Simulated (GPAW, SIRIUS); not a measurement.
This is a calculation of TiSn for GPAW 26.7.0. The cell comes from a database or a generator and needn't be the stable form of this composition.

Contents of run.py:

```python
from ase.io import read
from gpaw import PW
from gpaw.dft import DFT

atoms = read('TiSn.xyz')

dft = DFT(atoms,
          mode=PW(600),
          xc='PBE',
          kpts={'size': (8, 8, 8), 'gamma': True},
          occupations={'name': 'fermi-dirac', 'width': 0.05},
          nbands=24,
          convergence={'density': 1e-05, 'energy': 1e-05},
          maxiter=150,
          txt='gpaw.txt')
print(f'Energy: {dft.calculate_energy():.6f} eV')
print('Forces (eV/A):')
print(dft.calculate_forces().round(4))
print('Stress (eV/A^3):', dft.calculate_stress().round(6))
dft.write_gpw_file('gs.gpw')
```

The input TiSn.xyz:

```xyz
2
Lattice="0.0000000000 2.8005500000 2.8005500000 2.8005500000 0.0000000000 2.8005500000 2.8005500000 2.8005500000 0.0000000000" Properties=species:S:1:pos:R:3 pbc="T T T"
Ti     0.0000000000      0.0000000000      0.0000000000
Sn     2.8005500000      2.8005500000      2.8005500000
```

Potentials or basis: GPAW PAW data sets (gpaw-data 1.2.1), pw.

Run with:

```sh
$ OMP_NUM_THREADS=1 python run.py
```

**Question.** What does the same run look like in SIRIUS 7.10.0? Potentials or basis there: PseudoDojo 0.4.1 PBE standard (scalar relativistic), cutoff 1152 eV.

**Answer.** As run (cutoffs and basis follow the program's own potentials, and thresholds, step limits or extra output files can differ):

Contents of sirius.json:

```json
{
  "control": {
    "processing_unit": "cpu",
    "verbosity": 2,
    "num_bands_to_print": 21,
    "print_forces": true,
    "print_stress": true
  },
  "parameters": {
    "electronic_structure_method": "pseudopotential",
    "xc_functionals": ["XC_GGA_X_PBE", "XC_GGA_C_PBE"],
    "gk_cutoff": 9.2,
    "pw_cutoff": 18.4,
    "ngridk": [8, 8, 8],
    "shiftk": [0, 0, 0],
    "smearing": "fermi_dirac",
    "smearing_width": 0.0018374661,
    "num_bands": 21,
    "num_mag_dims": 0,
    "num_dft_iter": 100,
    "energy_tol": 1e-08,
    "density_tol": 1e-06
  },
  "iterative_solver": {
    "type": "davidson",
    "min_tolerance": 1e-09,
    "tolerance_scale": [0.1, 0.25]
  },
  "mixer": {
    "type": "anderson",
    "beta": 0.7,
    "max_history": 8
  },
  "settings": {
    "tol_ne": 1e-10,
    "pseudo_grid_cutoff": 6.5
  },
  "unit_cell": {
    "lattice_vectors": [
      [0.0, 5.292272498321, 5.292272498321],
      [5.292272498321, 0.0, 5.292272498321],
      [5.292272498321, 5.292272498321, 0.0]
    ],
    "atom_coordinate_units": "lattice",
    "atom_types": ["Ti", "Sn"],
    "atom_files": {
      "Sn": "Sn.json",
      "Ti": "Ti.json"
    },
    "atoms": {
      "Ti": [
        [0.0, 0.0, 0.0]
      ],
      "Sn": [
        [0.5, 0.5, 0.5]
      ]
    }
  }
}
```

Potentials or basis: PseudoDojo 0.4.1 PBE standard (scalar relativistic).

Launch:

```bash
$ upf_to_json Sn.upf
$ upf_to_json Ti.upf
$ OMP_NUM_THREADS=1 sirius.scf --input=sirius.json --output=out.json --task=0
```

Both were run:

|  | GPAW | SIRIUS |
| --- | --- | --- |
| Pressure | -0.4 GPa | 0.1 GPa |

Pressure is positive in compression.
